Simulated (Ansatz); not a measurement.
Input:

NaI:
```yaml
crystal:
  lattice:
    - [0.00000, 3.23041, 3.23041]
    - [3.23041, 0.00000, 3.23041]
    - [3.23041, 3.23041, 0.00000]
  atoms:
    - { symbol: Na, position: [0.00000, 0.00000, 0.00000] }
    - { symbol: I, position: [0.50000, 0.50000, 0.50000] }
```

This is the r²SCAN-relaxed structure.

Task: All from plane-wave PAW r²SCAN (Ansatz code), unless another level is named. Predict the Hill bulk and shear moduli.

Result: 17.2 and 10.1 GPa.

Task: Give the vibrational entropy at 300 K.

Result: 48.7 J/(K·mol of atoms).

Space group Fm-3m (rock salt). The r²SCAN relaxation kept the symmetry of its start; phonons on a q-mesh show no instability. Spin–orbit coupling is left out wherever it is not named.

Potentials: the later of the program's two PAW sets.
